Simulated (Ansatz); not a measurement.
An elastic tensor (GPa, Voigt order, standard axes) from r²SCAN in the plane-wave PAW code Ansatz:

```
 260   115  75.1   0.0   0.0   0.0
 115   260  75.1   0.0   0.0   0.0
75.1  75.1   201   0.0   0.0   0.0
 0.0   0.0   0.0  92.4   0.0   0.0
 0.0   0.0   0.0   0.0  92.4   0.0
 0.0   0.0   0.0   0.0   0.0   127
```

### Question
Which of these materials gives this?
A) SiO2, P4_12_12 (Si on 4a, O on 8b)
B) SrGaHO2, P4/mmm (Sr on 1d, Ga on 1a, O on 2f, H on 1b)
C) AlGa3As4, P-4m2 (Pearson symbol tP8)
D) AlGaAs2, P-4m2 (Pearson symbol tP8)

### Answer
B, SrGaHO2, P4/mmm (Sr on 1d, Ga on 1a, O on 2f, H on 1b)

The start of the workflow was typed in or built on a structure type; neither database checked (COD, Materials Project) lists it. Its standing as an ambient phase is unchecked. The cell was relaxed with r²SCAN under the symmetry of its start; whether a distortion lowers the energy is not shown.

Potentials: the earlier of the program's two PAW sets. The files were generated under PBE; for other functionals the program regenerates the frozen cores, and for LDA and PBEsol the local potential too.
